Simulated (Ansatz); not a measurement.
Here is the system:

NaF:
```cif
data_FNa
_chemical_formula_sum 'Na1 F1'
_space_group_name_H-M_alt 'P 1'
_space_group_IT_number 1
_cell_length_a 3.58059
_cell_length_b 3.58059
_cell_length_c 3.58059
_cell_angle_alpha 60.000
_cell_angle_beta 60.000
_cell_angle_gamma 60.000
loop_
_space_group_symop_operation_xyz
  'x, y, z'
loop_
_atom_site_label
_atom_site_type_symbol
_atom_site_fract_x
_atom_site_fract_y
_atom_site_fract_z
_atom_site_occupancy
Na1 Na 0.00000 0.00000 0.00000 1
F1 F 0.25000 0.25000 0.25000 1
```

This is the r²SCAN-relaxed structure.

### Question
All from DFT-r²SCAN in the program Ansatz with PAW potentials, unless another level is named. Give the Debye temperature from the elastic constants.

### Answer
232 K.

### Question
Next, the elastic constants (relaxed ions, GPa)?

### Answer
C11 = 39.7, C12 = 36.1, C44 = 14.2.

Space group F-43m (zinc blende). The start of the workflow was typed in or built on a structure type; neither database checked (COD, Materials Project) lists it. It is not the phase usual at ambient conditions (space group No. 225). Symmetry was held in the r²SCAN relaxation; its stability against distortions is not shown here.

Potentials: the later of the program's two PAW sets.
